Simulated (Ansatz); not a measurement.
A distorted cell of MgS (rock salt):

```yaml
crystal:
  lattice:
    - [0.00000, 5.20309, 5.20309]
    - [2.60155, 2.60155, 5.20309]
    - [2.60155, 2.60155, 0.00000]
  atoms:
    - { symbol: S, position: [0.03588, 0.96412, 0.03588] }
    - { symbol: S, position: [0.46412, 0.03588, 0.96412] }
    - { symbol: Mg, position: [0.03171, 0.46829, 0.53171] }
    - { symbol: Mg, position: [0.46829, 0.53171, 0.46829] }
```

Method: r2SCAN (plane waves to 500 eV, PAW, scalar-relativistic; Ansatz, a first-principles code). k mesh 11×11×11 (Γ-centred), Fermi-Dirac smearing 0.05 eV. Stress and pressure are positive under compression. MgS was relaxed with its symmetry unable to fall.

Problem. Predict the force on every atom, in eV/Å.

Solution. 
```
atom     Fx      Fy     Fz
----  -----  ------  -----
S1    0.000  -2.304  0.000
S2    0.000   2.304  0.000
Mg3   0.000  -1.795  0.000
Mg4   0.000   1.795  0.000
```

Problem. Give the stress tensor in GPa and the pressure.

Solution. 
```
   -1.4      0.0      0.0
    0.0     16.1      0.0
    0.0      0.0      1.1
```
The pressure, a third of the trace, is 5.3 GPa.

(For displaced atoms, the force is minus the slope of the energy, and its curvature is a force constant, which sets phonon frequencies.)
